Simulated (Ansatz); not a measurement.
A geometry of Al away from equilibrium: the start of the relaxation of a generated cell, Al placed in the lonsdaleite structure type. These are PBEsol (plane waves to 420 eV, PAW, scalar-relativistic; Ansatz, an electronic-structure program) values and carry that method's errors. Γ-centred k-mesh 10×10×5 on the run's cell (coarser than for final values), Fermi–Dirac smearing 0.05 eV.

```xyz
4
Lattice="3.8964 0.0000 0.0000 -1.9482 3.3744 0.0000 0.0000 0.0000 6.4987" Properties=species:S:1:pos:R:3:forces:R:3 pbc="T T T" free_energy=-2093.947 pressure_GPa=15.0
Al     0.0000     2.2496     0.3896    0.0000    0.0000    0.5405
Al     1.9482     1.1248     3.6390    0.0000    0.0000    0.5405
Al     1.9482     1.1248     6.1091    0.0000    0.0000   -0.5405
Al     0.0000     2.2496     2.8598    0.0000    0.0000   -0.5405
```

Positions in Å, forces in eV/Å, free energy of the cell in eV (comparable only within this code, potentials and settings). Largest force: 0.54 eV/Å, on Al1, Al2, Al3, Al4 (atoms numbered as listed); the geometry lies 0.50 eV/atom above the end of its relaxation.

No spin polarisation in the result.

The run could not lose the symmetry of its start: the end is stationary, and may be a saddle point rather than a minimum.

The end of the path is a generated cell of Al: the first start was made by placing the elements on the sites of a structure type, and the end was not matched to a known phase here, so it may be hypothetical. Known forms of Al include space group No. 225.
